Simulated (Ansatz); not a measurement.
## Computed properties of CrC

CrC:
```cif
data_CCr
_chemical_formula_sum 'Cr1 C1'
_space_group_name_H-M_alt 'P 1'
_space_group_IT_number 1
_cell_length_a 2.85549
_cell_length_b 2.85549
_cell_length_c 2.85549
_cell_angle_alpha 60.000
_cell_angle_beta 60.000
_cell_angle_gamma 60.000
loop_
_space_group_symop_operation_xyz
  'x, y, z'
loop_
_atom_site_label
_atom_site_type_symbol
_atom_site_fract_x
_atom_site_fract_y
_atom_site_fract_z
_atom_site_occupancy
Cr1 Cr 0.50000 0.50000 0.50000 1
C1 C 0.00000 0.00000 0.00000 1
```
The run is spin-polarised; directions of the spins, atom by atom: ↑ 0.

Space group Fm-3m (No. 225), rock salt; conventional cell a = b = c = 4.0383 Å, α = β = γ = 90.00°.

Method: PBEsol in the plane-wave PAW code Ansatz. Structure relaxed to zero pressure with the same functional. Other levels are named where they apply.

**Cell and energy**

Volume per atom: 8.23 Å³
Density: 6.46 g/cm³
Formation energy from the elements (no fitted shifts): 0.082 eV/atom

**Electronic structure**

Electronic character: metallic (no gap)
Density of states at the Fermi level: 1.2 states/eV per atom (mean over ±0.08 eV)

**Magnetism**

- Magnetic order: ferromagnetic
- Net moment: 0.42 μB per atom

**Mechanics**

- Mechanical stability: stable (all eigenvalues of C positive)
- Hill bulk and shear moduli: 271 and 150 GPa
- Young's modulus: 379 GPa
- Poisson's ratio: 0.27
- Debye temperature from the elastic constants: 790 K

The workflow started from a Materials Project entry (that database holds measured and hypothetical structures alike); the Crystallography Open Database copy checked does not list it. Whether it is the stable phase at ambient conditions was not checked. The cell was relaxed with PBEsol under the symmetry of its start; its stability against distortions is not shown here. Spin order of the final state: ferromagnetic, chosen from 3 collinear starts compared on coarse meshes (ties went to the first, and starts can fall back to one state), not a proven ground state. As this level gives no gap, shear constants depend on the k-mesh and smearing (Fermi–Dirac, 0.1 eV here). Point labels and valley counts follow the cell and symmetry of the run, lower than the named group. On the denser mesh and wider smearing of the elastic run this cell carries a stress of 0.7 GPa. The references are the lowest solids computed at this level, not always the standard phases.

Potentials: the later of the program's two PAW sets.
